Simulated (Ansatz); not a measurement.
Geometry optimisation in Ansatz: input, command and trajectory.

```yaml
crystal:
  lattice:
    - [3.6555549589, 0.0, 0.0]
    - [-1.8277774795, 3.1658034594, 0.0]
    - [0.0, 0.0, 6.0629775883]
  atoms:
    - { symbol: Ge, position: [0.6666666667, 0.3333333333, 0.0637533498] }
    - { symbol: Ge, position: [0.3333333333, 0.6666666667, 0.5637533498] }
    - { symbol: Ge, position: [0.6666666667, 0.3333333333, 0.4362466502] }
    - { symbol: Ge, position: [0.3333333333, 0.6666666667, 0.9362466502] }
basis:
  ecutwfc: 500
kpoints:
  mp_grid: { grid: [12, 12, 6] }
hamiltonian:
  xc: r2scan
scf:
  occupations: { method: gaussian, width: 0.01 }
output:
  forces: true
  stress: true
  eigenvalues: true
relax:
  adjacent_minimum: "off"
  f_tol: 0.008
  max_steps: 50
  cell: { stress_tol: 0.08, p_target: 40.0 }
```

```bash
ansatz run input.yaml --threads 1 --pin off --max-ram 2560MiB --backend cpu --events-out ev --progress --plain --runs-dir out
```

Method: Ansatz 0.2.0, DFT r2SCAN, scalar-relativistic, plane waves, PAW.

Of 5 frames 5 are shown, positions in Å and forces in eV/Å; the SCF threshold varies from step to step. Steps run on the plane waves of an earlier cell, with a Pulay correction in the pressure. The basis is chosen afresh for the last frame, the zero of the energies, and at times for earlier ones too; energy and pressure step there, also at an unchanged geometry. The relaxation lowers the enthalpy F + PV at the target pressure, so the free energy itself can rise.

```xyz
4
Lattice="3.6556 0.0000 0.0000 -1.8278 3.1658 0.0000 0.0000 0.0000 6.0630" Properties=species:S:1:pos:R:3:forces:R:3 pbc="T T T" step=1 free_energy_over_end_meV_per_atom=-103.27 pressure_GPa=34.43
Ge    1.8278    1.0553    0.3865    0.0000    0.0000    0.0601
Ge    0.0000    2.1105    3.4180    0.0000    0.0000    0.0601
Ge    1.8278    1.0553    2.6450    0.0000    0.0000   -0.0601
Ge    0.0000    2.1105    5.6764    0.0000    0.0000   -0.0601
4
Lattice="3.6080 0.0000 0.0000 -1.8040 3.1246 0.0000 0.0000 0.0000 6.0227" Properties=species:S:1:pos:R:3:forces:R:3 pbc="T T T" step=2 free_energy_over_end_meV_per_atom=30.64 pressure_GPa=41.63
Ge    1.8040    1.0415    0.3892    0.0000    0.0000    0.0343
Ge    0.0000    2.0831    3.4006    0.0000    0.0000    0.0343
Ge    1.8040    1.0415    2.6221    0.0000    0.0000   -0.0343
Ge    0.0000    2.0831    5.6335    0.0000    0.0000   -0.0343
4
Lattice="3.6186 0.0000 0.0000 -1.8093 3.1338 0.0000 0.0000 0.0000 6.0312" Properties=species:S:1:pos:R:3:forces:R:3 pbc="T T T" step=3 free_energy_over_end_meV_per_atom=-0.98 pressure_GPa=39.96
Ge    1.8093    1.0446    0.3892    0.0000    0.0000    0.0118
Ge    0.0000    2.0892    3.4048    0.0000    0.0000    0.0118
Ge    1.8093    1.0446    2.6264    0.0000    0.0000   -0.0118
Ge    0.0000    2.0892    5.6420    0.0000    0.0000   -0.0118
4
Lattice="3.6183 0.0000 0.0000 -1.8091 3.1335 0.0000 0.0000 0.0000 6.0312" Properties=species:S:1:pos:R:3:forces:R:3 pbc="T T T" step=4 free_energy_over_end_meV_per_atom=-0.15 pressure_GPa=40.00
Ge    1.8091    1.0445    0.3894    0.0000    0.0000    0.0043
Ge    0.0000    2.0890    3.4050    0.0000    0.0000    0.0043
Ge    1.8091    1.0445    2.6262    0.0000    0.0000   -0.0043
Ge    0.0000    2.0890    5.6418    0.0000    0.0000   -0.0043
4
Lattice="3.6183 0.0000 0.0000 -1.8091 3.1335 0.0000 0.0000 0.0000 6.0312" Properties=species:S:1:pos:R:3:forces:R:3 pbc="T T T" step=5 free_energy_over_end_meV_per_atom=0.00 pressure_GPa=39.99
Ge    1.8091    1.0445    0.3894    0.0000    0.0000    0.0042
Ge    0.0000    2.0890    3.4050    0.0000    0.0000    0.0042
Ge    1.8091    1.0445    2.6262    0.0000    0.0000   -0.0042
Ge    0.0000    2.0890    5.6418    0.0000    0.0000   -0.0042
```

It took 43 s on 1 thread of Intel(R) Xeon(R) 6975P-C (Granite Rapids) (shared host), peak memory 0.62 GiB.